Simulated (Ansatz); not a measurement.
**Notes on LaB3Ir**

```
CELL_PARAMETERS angstrom
0.00000 3.78356 0.00000
3.78356 0.00000 0.00000
1.89178 1.89178 -4.34641
ATOMIC_POSITIONS crystal
Ir 0.00000 0.00000 0.00000
B 0.75990 0.75990 0.48020
B 0.60880 0.10880 0.78240
B 0.10880 0.60880 0.78240
La 0.34550 0.34550 0.30900
```

The numbers come from plane-wave PAW DFT (Ansatz): r2SCAN, no spin polarisation, 500 eV, 10×10×10 Γ-centred k points, fermi-dirac occupations (width 0.072 eV). Nothing was relaxed.

Forces: The largest is on B2: 1.76 eV/Å, components (0.00, 0.00, -1.76). It makes 180° with the line to a nearest neighbour, Ir1 at 2.09 Å, pointing away from it.
Charges: Bader charges in e: La +1.51, B -0.38 to -0.07, Ir -0.99. In the mean La gives up most and Ir takes most.
Stress: The pressure is 17.5 GPa (compression positive), so with the atoms held at these fractions the cell would first expand; the forces are large, so a full relaxation may end otherwise.
At the Fermi level: It is a metal, with about 2.9 states/eV a cell as the mean within 0.25 eV of the Fermi level, mostly B p (44 %), La d (21 %) and Ir d (19 %).

Origin: a known structure type with other elements, at an estimated volume, so it need not be a known compound. Caveats: many states at the Fermi level without spin polarisation, so a magnetic state may lie lower; atoms or cell far from equilibrium; f levels without a U or exact exchange are poorly placed.
